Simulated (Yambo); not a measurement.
NaAlS2O8 (space group C2/m, No. 12), G0W0@LDA (Yambo, plasmon pole, terminator in G, 2×2×2 mesh): gap (-0.5, -0.5, 0) → Γ in eV by bands and screening block.

| bands (W and G) | 2 Ry | 3 Ry | 4 Ry | 6 Ry | 7 Ry |
|---|---|---|---|---|---|
| 63 | 9.79 | 9.42 | 9.33 | 9.26 | 9.26 |
| 91 | 9.31 | 8.93 | 8.85 | 8.79 | 8.81 |
| 129 | 9.14 | 8.74 | (withheld) | 8.62 | 8.64 |
| 175 | 9.06 | 8.65 | 8.57 | 8.56 | (withheld) |
| 222 | 9.03 | 8.62 | (withheld) | 8.53 | 8.56 |

Q: Estimate the withheld gaps from their neighbours; the computed values follow.

A: 
- 129, 4 Ry: 8.66
- 175, 7 Ry: 8.58
- 222, 4 Ry: 8.54

The largest settings aren't shown to be the converged limit.

Geometry of the Materials Project entry, not relaxed at this level; primitive cell a = 4.7108 Å, b = 4.7108 Å, c = 7.3088 Å, α = 92.54°, β = 92.54°, γ = 65.06°.

The structure is a Materials Project entry; no match was found in the copy of COD used, and its stability was not checked.
